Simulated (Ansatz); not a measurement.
SiC (zinc blende, F-43m), a = 4.356 Å, b = 4.356 Å, c = 4.356 Å, α = 90.00°, β = 90.00°, γ = 90.00°; the cell used has 2 atoms.

Relaxed with r²SCAN.

### Question
Decompose the optical modes at the zone centre into irreducible representations, and say which are infrared and Raman allowed.

### Answer
Point group -43m: Γ_opt = T2. Infrared: T2. Raman: T2.

### Question
Assign frequencies (DFPT, r²SCAN in the plane-wave PAW code Ansatz; without the LO–TO term).

### Answer
T2 799 cm⁻¹.

The r²SCAN relaxation kept the symmetry of its start; phonons on a q-mesh show no instability.

Potentials: the later of the program's two PAW sets.
